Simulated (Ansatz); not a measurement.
**How far is PAW off for BePd?**

```
CELL_PARAMETERS angstrom
2.84113 0.00000 0.00000
0.00000 2.84113 0.00000
0.00000 0.00000 2.81300
ATOMIC_POSITIONS crystal
Be 0.00000 0.00000 0.00000
Pd 0.50000 0.50000 0.50000
```

Atoms are numbered in the order listed.

The geometry is COD entry 9008808, unchecked; take it as a test cell. The listed cell was then made from it by scaling, straining or moving an atom.

Spin polarisation is left out, and whether a magnetic state lies lower isn't shown here.

Methods: DFT, LDA, PAW with Ansatz's default frozen-core files, scalar-relativistic (Ansatz 0.2.0); DFT, LDA, all-electron LAPW, scalar-relativistic (Ansatz 0.2.0).

For PAW: a Γ-centred 12×12×12 k mesh, Fermi–Dirac smearing of 0.08 eV, cutoff 420 eV, no spin polarisation; the PAW files were made with PBE, and the program remakes their frozen cores for this functional. LAPW targets a basis error of 1 meV/atom. The Ansatz runs share mesh, smearing and spin set-up. Plane-wave (PAW) pressures include the program's estimate of the Pulay term.

Stress and pressure are positive in compression.

The change that made this cell: equal xx and yy strain of +1 %.

PAW results:

```json
{"quantity": "pressure (GPa)", "PAW": "-11.12"}
{"quantity": "stress xx (GPa)", "PAW": "-11.26"}
{"quantity": "stress zz (GPa)", "PAW": "-10.85"}
```

Q: What does LAPW (all electrons) give for the same quantities?

A: 
```json
{"quantity": "pressure (GPa)", "LAPW": "-11.16"}
{"quantity": "stress xx (GPa)", "LAPW": "-11.30"}
{"quantity": "stress zz (GPa)", "LAPW": "-10.89"}
```
